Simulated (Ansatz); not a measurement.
V3Sb (A15 (Cr3Si type), Pm-3n) under volume change, r²SCAN (plane waves, PAW; program Ansatz), scaled uniformly.

```tsv
V (Å³/atom)	E − E(relaxed) (meV/atom)	P (GPa)
13.421	(withheld)	(withheld)
13.863	34.5	13.19
14.305	8.2	6.07
14.748	0.0	0.00
15.190	7.3	-5.18
15.633	(withheld)	(withheld)
16.075	59.7	-13.34
```

Problem. Fill in the missing entries.

Solution. 
- 15.633, E − E(relaxed) (meV/atom): 27.9
- 15.633, P (GPa): -9.59
- 13.421, E − E(relaxed) (meV/atom): 82.1
- 13.421, P (GPa): 21.54

Problem. What does a third-order Birch–Murnaghan fit give for V₀, B₀ and B′?

Solution. V₀ = 14.75 Å³/atom, B₀ = 186 GPa, B′ = 4.3.

The workflow started from an entry of the Crystallography Open Database (COD). Its standing as an ambient phase is unchecked. The r²SCAN relaxation kept the symmetry of its start; its stability against distortions is not shown here. The workflow began spin-polarised and lost its moments. Spin–orbit coupling is left out wherever it is not named.

Potentials: the later of the program's two PAW sets.
